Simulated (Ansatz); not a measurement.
As (A7 type, space group R-3m)

```yaml
crystal:
  lattice:
    - [1.89202, 1.09236, 3.36884]
    - [-1.89202, 1.09236, 3.36884]
    - [0.00000, -2.18472, 3.36884]
  atoms:
    - { symbol: As, position: [0.23031, 0.23031, 0.23031] }
    - { symbol: As, position: [0.76969, 0.76969, 0.76969] }
```

Grid over V/V₀ and (c/a)/(c/a)₀, subscript 0 meaning the relaxed cell; the conventional c axis lies along z; no internal relaxation.

The numbers are results of PBE-D3(BJ) (plane waves to 420 eV, PAW, scalar-relativistic; Ansatz, an electronic-structure program), not measurements. k mesh 11×11×11 (Γ-centred), Fermi-Dirac smearing 0.05 eV. Compression counts positive. As the atoms are clamped, bonds stretch with the cell, which overstates energies and stresses. With partly filled bands, the response to shear is sensitive to the k mesh, so small differences along c/a are uncertain. As was relaxed with its symmetry unable to fall. The PAW data are Ansatz's earlier set. The last digit holds for this mesh only.

Changes of σxx (GPa) from the point V/V₀ = 1.000, (c/a)/(c/a)₀ = 1.000 when one coordinate moves alone (two changes are said to add if the coupling is within 5 % of the smaller one, nearly so within 20 %):

```
point                               change
----------------------------------  ------
V/V₀ = 1.000, (c/a)/(c/a)₀ = 0.920   -3.15
V/V₀ = 1.000, (c/a)/(c/a)₀ = 0.960   -1.58
V/V₀ = 0.960, (c/a)/(c/a)₀ = 1.000    3.85
V/V₀ = 0.980, (c/a)/(c/a)₀ = 1.000    1.83
V/V₀ = 1.020, (c/a)/(c/a)₀ = 1.000   -1.65
V/V₀ = 1.040, (c/a)/(c/a)₀ = 1.000   -3.14
V/V₀ = 1.000, (c/a)/(c/a)₀ = 1.040    1.25
V/V₀ = 1.000, (c/a)/(c/a)₀ = 1.080    2.23
```

Problem. What is the change at V/V₀ = 0.980, (c/a)/(c/a)₀ = 0.920, where both move, and how far is it from the sum?

Solution. The sum of the single changes is 1.83 + (-3.15) = -1.32; the calculation gives -1.45, so the coupling contributes -0.13 (under 20 % of the smaller single change, nearly additive).

Problem. Do the two effects add at V/V₀ = 0.960, (c/a)/(c/a)₀ = 0.920? Give the computed change.

Solution. The sum of the single changes is 3.85 + (-3.15) = 0.70; the calculation gives 0.45, so the coupling contributes -0.25 (under 20 % of the smaller single change, nearly additive).

Problem. What is the change at V/V₀ = 1.020, (c/a)/(c/a)₀ = 1.040, where both move, and how far is it from the sum?

Solution. The sum of the single changes is -1.65 + (1.25) = -0.40; the calculation gives -0.35, so they add (within 5 % of the smaller single change).

(Under strain, the slope of the energy per volume gives the stress and its curvature an elastic modulus.)
